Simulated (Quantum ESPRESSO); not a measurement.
## Convergence of NMR parameters in Li$_{2}$O

```yaml
crystal:
  lattice:
    - [0.00000, 2.32685, 2.32685]
    - [2.32685, 0.00000, 2.32685]
    - [2.32685, 2.32685, 0.00000]
  atoms:
    - { symbol: Li, position: [0.75000, 0.75000, 0.75000] }
    - { symbol: Li, position: [0.25000, 0.25000, 0.25000] }
    - { symbol: O, position: [0.00000, 0.00000, 0.00000] }
```
The cell comes from the Materials Project (a computed structure). It is Li2O in Fm-3m. Stability against distortions was not tested.

Method: σ by PBE GIPAW on JTH datasets (Quantum ESPRESSO, modified build). The cutoff rises from row to row, with the meshes as listed. Costs are rough, from a shared machine. Shieldings are absolute and leave out the bulk-susceptibility term; a larger σ means a smaller chemical shift. The structure is static (0 K, no zero-point motion).

```csv
setting,cutoff (Ha),k-mesh,σ_iso O (ppm),f-sum rule missed by (%),rough cost ratio
A,15.5,5×5×5 through Γ,205.5,0.14,about 1
B,17.5,4×4×4 shifted,204.8,0.06,about 1
C,22.5,5×5×5 shifted,203.7,0.00,3
D,32.5,7×7×7 shifted,203.6,0.00,7
```

Largest change from the last row but one to the last: σ_iso O (ppm) by 0.0.
